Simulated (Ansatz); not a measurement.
The end of the path is a generated cell of CsBS2: the first start was made by placing the elements on the sites of a structure type, and the end was not matched to a known phase here, so it may be hypothetical.

A geometry of CsBS₂ away from equilibrium: step 5 of the relaxation of a generated cell, CsBS2 built in the AFLOW prototype A2BC_oC8_38_e_a_b (as in CeNiC2). Calculation: r2SCAN (plane waves to 500 eV, PAW, scalar-relativistic; Ansatz, a program for electronic structure). Γ-centred k-mesh 5×5×5 on the run's cell (coarser than for final values), Fermi–Dirac smearing 0.05 eV. The plane waves were selected for a different cell earlier on the path.

```xyz
4
Lattice="5.1978 0.0000 0.0000 0.0000 2.8861 3.8086 0.0000 -2.8861 3.8086" Properties=species:S:1:pos:R:3 pbc="T T T"
S      2.5989    -1.0756     5.1453
S      2.5989     1.0756     5.1453
Cs     0.0000     0.0000    -0.2127
B      2.5989     0.0000     3.6544
```

Give the Cartesian forces on all atoms (eV/Å).


```tsv
atom	Fx	Fy	Fz
S1	0.00	-0.46	0.46
S2	0.00	0.46	0.46
Cs3	0.00	0.00	-0.17
B4	0.00	0.00	-0.74
```

The path ends in Amm2 (No. 38). The relaxed cell holds bonded S–S pairs (2.17 Å). No spin polarisation in the result.

The run could not lose the symmetry of its start; a randomly shaken copy of 8 atoms returns to this structure.
